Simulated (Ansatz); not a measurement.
TaSi (CsCl type, Pm-3m) at seven volumes, DFT-PBE in the program Ansatz with PAW potentials, scaled uniformly. One row is withheld.

| V (Å³/atom) | P (GPa) |
|---|---|
| 14.250 | 21.07 |
| 14.720 | 12.95 |
| 15.189 | 5.98 |
| 15.659 | 0.00 |
| 16.129 | -5.10 |
| 16.599 | ? |
| 17.068 | -13.03 |

Q: Fit the shown pressures and predict the withheld one.

A: P = (3/2)B₀(x^(7/2) − x^(5/2))[1 + (3/4)(B′ − 4)(x − 1)] with x = (V₀/V)^(2/3). Least squares on the six rows gives V₀ = 15.660 Å³/atom, B₀ = 182 GPa, B′ = 4.30. At V = 16.599, x = 0.9619 and P = -9.35 GPa. The run itself gave -9.33 GPa.

The cell is a constructed one: a structure type filled with these elements; neither database checked (COD, Materials Project) lists it. Whether it is the stable phase at ambient conditions was not checked. The cell was relaxed with PBE under the symmetry of its start; whether a distortion lowers the energy is not shown. The run is not spin-polarised. Scalar-relativistic: spin–orbit coupling is off unless named, which matters more the heavier the elements.

Potentials: the later of the program's two PAW sets.
